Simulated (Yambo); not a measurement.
## CaClOH: sweep of GW parameters

G0W0@LDA for CaClOH (space group P6_3mc, No. 186) in Yambo. Reference settings: 3×3×1 Γ-centred k mesh, 235 bands and a 8 Ry block in the screening, 235 bands in G with the Bruneval-Gonze terminator, plasmon pole fitted at 27.2 eV. The LDA gap Γ → Γ on this mesh is 5.07 eV; G0W0 gaps are taken between the same points.

```tsv
change from the reference	G0W0 gap Γ → Γ (eV)	shift of the valence edge (eV)	rough Yambo cost
reference settings	7.84	-1.69	1
87 bands in W, 87 bands in G	7.86	-1.48	about 1/3
149 bands in W, 149 bands in G	7.83	-1.61	within a factor of two
87 bands in G	7.85	-1.65	–
149 bands in G	7.84	-1.68	–
107 bands in W	7.84	-1.55	about 1/2
3 Ry block	7.50	-1.43	about 1/2
7 Ry block	7.79	-1.64	within a factor of two
pole fitted at 15 eV	7.79	-1.59	–
no random integration	7.73	-1.44	–
87 bands in G, no terminator	7.65	-1.14	–
149 bands in G, no terminator	7.73	-1.41	–
no terminator	7.79	-1.56	–
```

The reference isn't shown to be the converged limit. Costs are rough (shared machines), scaled to the same edge states, and given only for runs that recompute the screening.

Geometry of the Materials Project entry, not relaxed at this level; primitive cell a = 3.8698 Å, b = 3.8698 Å, c = 9.8098 Å, α = 90.00°, β = 90.00°, γ = 120.00°.

The structure is a Materials Project entry; no match was found in the copy of COD used, and its stability was not checked.

A shift is the quasiparticle energy of the state minus its LDA energy.
